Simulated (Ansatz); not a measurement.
Problem. Name crystals whose computed values (DFT-r²SCAN in the program Ansatz with PAW potentials) fall in these windows: electron conductivity mass (mₑ) 0.51 to 0.64; gap (eV) 0.58 to 0.70.

Solution. 

| crystal | electron conductivity mass (mₑ) | gap (eV) |
|---|---|---|
| Ta2O5, Pmmm (Pearson symbol oP7) | 0.58 | 0.64 |
| NiS, NiAs type | 0.63 | 0.67 |
Others may fit too.

Spin orders computed, not proven ground states: NiS, NiAs type antiferromagnetic. Standing as an ambient phase not checked: Ta2O5, Pmmm (Pearson symbol oP7); NiS, NiAs type. All cells were relaxed under the symmetry of their starts (and spin orders); stability against distortions was not tested throughout. Rows with no word on spin ran without spin polarisation. Scalar-relativistic: spin–orbit coupling is off unless named, which matters more the heavier the elements.

Potentials: the later of the program's two PAW sets.
